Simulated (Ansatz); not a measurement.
Relaxed-ion elastic tensor of Ta₂N in space group P-31m (No. 162; Ta on 6k, N on 2d, N on 1a) in GPa (Voigt order), the program Ansatz at the PBEsol level (PAW); density 15.89 g/cm³, 13.10 Å³ per atom.

```tsv
	1	2	3	4	5	6
1	500	187	214	0.0	30.8	0.0
2	187	500	214	0.0	-30.8	0.0
3	214	214	502	0.0	0.0	0.0
4	0.0	0.0	0.0	177	0.0	-30.8
5	30.8	-30.8	0.0	0.0	177	0.0
6	0.0	0.0	0.0	-30.8	0.0	157
```

Question: Is the crystal mechanically stable?

Answer: Yes: the smallest eigenvalue of C is 134 GPa.

Question: Work out the Voigt, Reuss and Hill averages.

Answer: K_V = 303, K_R = 303, K_H = 303; G_V = 161, G_R = 156, G_H = 159 GPa.

Question: Give Young's modulus, Poisson's ratio, Pugh's ratio and the universal anisotropy index.

Answer: E = 9KG/(3K + G) = 405 GPa; ν = 0.28; K/G = 1.91 (ductile by the Pugh limit of 1.75); A_U = 5G_V/G_R + K_V/K_R − 6 = 0.18.

Question: Estimate the sound speeds and the Debye temperature.

Answer: v_l = √((K + 4G/3)/ρ) = 5690 m/s, v_t = √(G/ρ) = 3160 m/s, mean 3520 m/s; Θ = (h/k)(3n/4πV)^(1/3) v_m = 445 K.

Question: Solve the Christoffel equation for the three sound speeds along x, y, z.

Answer: Eigenvalues of C_ijkl n_j n_l equal ρv². In km/s, slowest first: x 3.14, 3.32, 5.63; y 2.91, 3.54, 5.61; z 3.34, 3.34, 5.62.

Question: How much does each axis shrink under pressure?

Answer: Linear compressibilities β_i = Σ_j S_ij (j = 1 to 3): x 1.1, y 1.1, z 1.0 per TPa.

The workflow started from a Materials Project entry (that database holds measured and hypothetical structures alike); the Crystallography Open Database copy checked does not list it. Whether it is the stable phase at ambient conditions was not checked. Symmetry was held in the PBEsol relaxation; of distortions, only those at the zone centre were tested. No spin polarisation was allowed. As this level gives no gap, shear constants depend on the k-mesh and smearing (Fermi–Dirac, 0.1 eV here). Spin–orbit coupling is left out wherever it is not named.

Potentials: the later of the program's two PAW sets.
